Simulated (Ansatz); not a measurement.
H₄BrN in space group P-43m (No. 215; H on 4e, Br on 1b, N on 1a), plane-wave PAW r²SCAN+D4 (Ansatz code). The conduction-band minimum lies at Γ, with 1 equivalent valley. Second derivatives d²E/dk² of the lowest band at one valley (eV·Å²), along Cartesian directions:

```csv
direction,d²E/dk²
[100],22.88
[010],22.88
[001],22.88
[110],22.88
[101],22.88
[011],22.88
```

Q: Find the principal effective masses, the density-of-states mass and the conductivity mass.

A: Off-diagonal terms follow from H_xy = H[110] − (H_xx + H_yy)/2, and m*/mₑ = 7.620 eV·Å² over each eigenvalue: 0.33, 0.33, 0.33. One valley's DOS mass (m₁m₂m₃)^(1/3) = 0.33, conductivity mass 3/(Σ 1/mᵢ) = 0.33 mₑ.

Q: What effective density of states Nc follows at 300 K for parabolic valleys?

A: Nc = 2.509e19 × 1 × (0.33)^(3/2) ≈ 4.8e18 cm⁻³.

Q: With the computed static dielectric constant 6.52 (mean of the diagonal), estimate a hydrogenic donor's binding energy and radius.

A: E = 13.606 eV × 0.33/6.52² ≈ 110 meV; a = 0.529 Å × ε/m* ≈ 10 Å. Semilocal masses tend to be too small where the gap is.

The first step of the workflow began from a Materials Project structure, measured or hypothetical; the Crystallography Open Database files this formula in space group No. 215, but the cells were not matched. Its standing as an ambient phase is unchecked. Symmetry was held in the r²SCAN+D4 relaxation; phonons on a q-mesh show no instability. Spin–orbit coupling is left out wherever it is not named.

Potentials: the later of the program's two PAW sets.
